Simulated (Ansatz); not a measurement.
## VN₂: pressure against volume

VN₂, I4/mcm, a = 4.261 Å, c = 4.911 Å. The structure is a COD entry; whether it is the stable form wasn't checked. Ansatz: PBEsol, PAW, 420 eV, Γ-centred 12×12×12 mesh on 6 atoms, Gaussian smearing 0.10 eV; no spin polarisation. Shape and atoms are relaxed at each volume; pressure is positive in compression.

```
V (Å³/atom) P (GPa)
      6.537        ?
      6.760    39.97
      6.983    24.38
      7.206    11.18
      7.428     0.02
      7.651    -9.41
      7.874   -17.34
      8.171   -25.93
```

**Question.** Take V0 = 7.428 Å³/atom, count pressures from its P0 = 0.02 GPa, fit the third-order Birch–Murnaghan form to the other rows, and predict the missing pressure.

**Answer.** With the Eulerian strain f = ½[(V0/V)^(2/3) − 1] and y = (P − P0)/[3f(1 + 2f)^(5/2)], the form is the line y = B0 + 1.5 B0 (B0′ − 4) f. Rows (f, y): 0.03242, 351.1; 0.02102, 348.5; 0.01022, 346.0; -0.00976, 338.3; -0.01906, 334.6; -0.03079, 329.3. Means f = 0.0006750, y = 341.30; Σ(Δf)² = 0.003001, ΣΔfΔy = 1.044; the slope is their ratio. y = 341.1 + 347.7 f GPa, so B0 = 341.1 GPa and B0′ = 4 + 2 × (347.7)/(3 × 341.1) = 4.68. At V = 6.537, f = 0.04446, y = 356.56 and P = 58.87 GPa. The run gave 58.38 GPa, so the fit is 0.49 GPa too high, a small miss on the scale of the series.